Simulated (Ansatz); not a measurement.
## Sr2MgAl3 — field gradients at the nuclei

The cell is a refined structure from the COD, its atoms then relaxed with PBE in this cell.

```cif
data_Sr2MgAl3
_symmetry_space_group_name_H-M 'P6_3/mmc'
_symmetry_Int_Tables_number 194
_cell_length_a 6.3699
_cell_length_b 6.3699
_cell_length_c 10.1400
_cell_angle_alpha 90.000
_cell_angle_beta 90.000
_cell_angle_gamma 120.000
loop_
_atom_site_label
_atom_site_type_symbol
_atom_site_symmetry_multiplicity
_atom_site_Wyckoff_symbol
_atom_site_fract_x
_atom_site_fract_y
_atom_site_fract_z
Sr Sr 4 f 0.3333 0.6667 0.0670
Mg Mg 2 a 0.0000 0.0000 0.0000
Al Al 6 h 0.8247 0.6493 0.2500
```

One atom of each set is listed.

Method: Kohn–Sham DFT in Ansatz, r2SCAN, plane waves and PAW, scalar-relativistic, 500 eV cutoff, Γ-centred 6×6×4 k-points, Fermi–Dirac smearing 0.05 eV.

Conventions: |V_zz| ≥ |V_yy| ≥ |V_xx|, η = (V_xx − V_yy)/V_zz, C_Q = eQV_zz/h.

⁸⁷Sr: I = 9/2, Q = 305.0 mb; 25Mg: I = 5/2, Q = 199.4 mb; ²⁷Al: I = 5/2, Q = 146.6 mb. Quadrupole moments are those of Pyykkö's year-2017 table.

| site | atoms | first shell | V_xx, V_yy, V_zz (10²¹ V/m²) | η | C_Q (MHz) |
| --- | --- | --- | --- | --- | --- |
| Sr | 4 | 9 Al at 3.66–3.69 Å, 4 Sr at 3.71–3.92 Å, 3 Mg at 3.74 Å | -0.67, -0.67, 1.35 | 0.00 | 9.92 |
| Mg | 2 | 6 Al at 3.19 Å, 6 Sr at 3.74 Å | -0.011, -0.011, 0.022 | 0.00 | 0.104 |
| Al | 6 | 4 Al at 3.02–3.35 Å, 2 Mg at 3.19 Å, 6 Sr at 3.66–3.69 Å | -0.29, -0.99, 1.28 | 0.55 | 4.54 |

An axis of threefold or higher order runs through Sr and Mg, so V_zz lies along it and η is zero.

At this cell the r2SCAN pressure is -5 GPa, so with r2SCAN the cell would shrink if it were relaxed. The entry's cell may itself be off. With no gap above 0.1 eV, as in a metal, the gradients converge slowly in k; expect changes of a tenth or more on a denser mesh. Without spin–orbit coupling (the program notes it for Sr) the gradients can shift somewhat, as the gap is small. With these PAW files V_zz is typically within 2 to 3 % of all-electron values, but misses above 10 % occur on Al.
